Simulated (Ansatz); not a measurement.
Hf₄Be: start and end of a relaxation

Recipe of this trial structure of Hf₄Be: random cell by space group and Wyckoff sites (Pm-3m, No. 221). The dimensions are guesses.

start.cif

```cif
data_structure
_symmetry_space_group_name_H-M 'Pm-3m'
_symmetry_Int_Tables_number 221
_cell_length_a 4.6538
_cell_length_b 4.6538
_cell_length_c 4.6538
_cell_angle_alpha 90.000
_cell_angle_beta 90.000
_cell_angle_gamma 90.000
_cell_volume 100.79
loop_
_atom_site_label
_atom_site_type_symbol
_atom_site_symmetry_multiplicity
_atom_site_Wyckoff_symbol
_atom_site_fract_x
_atom_site_fract_y
_atom_site_fract_z
_atom_site_occupancy
Hf1 Hf 3 d 0.50000 0.00000 0.00000 1
Hf2 Hf 1 b 0.50000 0.50000 0.50000 1
Be1 Be 1 a 0.00000 0.00000 0.00000 1
```

Computed with DFT PBE, scalar-relativistic, plane waves, PAW (Ansatz 0.2.0). Cutoff 420 eV, Gaussian smearing, Γ-centred meshes. Cell and atoms relax first on a coarse mesh and then on a finer one. In between, the cell is made exact in the group found at 0.06 Å. In metals the finer mesh still leaves noise of several meV/atom or more. The steps can't lower the symmetry of their start. No spin polarisation.

end.cif

```cif
data_structure
_symmetry_space_group_name_H-M 'Pm-3m'
_symmetry_Int_Tables_number 221
_cell_length_a 4.7309
_cell_length_b 4.7309
_cell_length_c 4.7309
_cell_angle_alpha 90.000
_cell_angle_beta 90.000
_cell_angle_gamma 90.000
_cell_volume 105.89
loop_
_atom_site_label
_atom_site_type_symbol
_atom_site_symmetry_multiplicity
_atom_site_Wyckoff_symbol
_atom_site_fract_x
_atom_site_fract_y
_atom_site_fract_z
_atom_site_occupancy
Hf1 Hf 3 d 0.50000 0.00000 0.00000 1
Hf2 Hf 1 b 0.50000 0.50000 0.50000 1
Be1 Be 1 a 0.00000 0.00000 0.00000 1
```

The symmetry stays Pm-3m (No. 221). The volume per atom grows by 5.1 %, from 20.2 to 21.2 Å³. The shortest distance goes from 2.33 Å (Hf–Be) to 2.37 Å (Hf–Be).

```
Volume per atom                          : 21.18 Å³
Density                                  : 11.34 g/cm³
Formation energy                         : +0.42 eV/atom
Gap on the 8×8×8 mesh of the 5-atom cell : 0 eV (a metal)
```

Formation energies are uncorrected and refer to the elements' standard structures at the same level. The separate elements lie lower, so it is unstable against them.

The last run used Gaussian smearing of 0.10 eV. Spin–orbit coupling, which can matter for Hf, is left out. The cell is a metal run without spin; a magnetic state may lie lower. A structure relaxed within its symmetry needn't be a true minimum. In all, the 3 runs took 84 s on 1 thread of Arm Neoverse V1, with other jobs on the host.
